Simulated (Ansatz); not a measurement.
A generator proposed this cell of SiC5.

Space group P-62m (No. 189). a = 4.738 Å, b = 4.738 Å, c = 4.077 Å, α = 90.00°, β = 90.00°, γ = 120.00°
```json
{"atom": "Si", "site": "1a", "symmetry": "-62m", "x": "0.0000", "y": "0.0000", "z": "0.0000"}
{"atom": "C", "site": "3f", "symmetry": "m2m", "x": "0.0000", "y": "0.6667", "z": "0.0000"}
{"atom": "C", "site": "2c", "symmetry": "-6..", "x": "0.3333", "y": "0.6667", "z": "0.0000"}
```

All numbers below come from DFT PBE, scalar-relativistic, plane waves, PAW in Ansatz. Cutoff 420 eV; k points 6×6×4 on the computed 6-atom cell (Γ-centred); Gaussian smearing, width 0.10 eV; no spin polarisation.

Energies over the elements count from the elements' standard structures at the same level, with no fitted energy shifts.

Q: Estimate its pressure, forces and energy as it stands.

A: The pressure is 3.0 GPa (the mean over three directions, positive in compression), the largest force is 12.29 eV/Å, and the energy is +1.02 eV/atom against the elements. The shortest distance is 1.58 Å.

Q: How much does it gain on relaxing, and where does it end?

A: Relaxing gains about 0.62 eV/atom (the start's value is from the coarse mesh, so the gain is rough) in 21 ionic steps and ends at +0.39 eV/atom on the finer mesh. The symmetry stays P-62m (No. 189). The volume per atom grows by 7.8 %, from 13.2 to 14.2 Å³. The shortest distance goes from 1.58 Å (Si–C and C–C) to 1.45 Å (C–C). The ratio c/a of the conventional cell changes by a factor of 1.14. Conventional cell: a = 4.650 Å, c = 4.563 Å. Si is surrounded by 3 C at 1.77 Å; C on a site of symmetry m2m is surrounded by 2 C at 1.45 Å and 1 Si at 1.77 Å; C on a site of symmetry -6 is surrounded by 3 C at 1.45 Å.

The last run used a 12×12×8 mesh (in the run's order of axes) for its 6-atom cell and Gaussian smearing of 0.10 eV. No dispersion correction is applied, so the spacing and binding between layers, chains or molecules are poorly described. The reference form of C is held partly by dispersion forces, which this level lacks. The relaxation can't lower the symmetry of the start. Symmetry constrained the relaxation, so the result can be a saddle point.
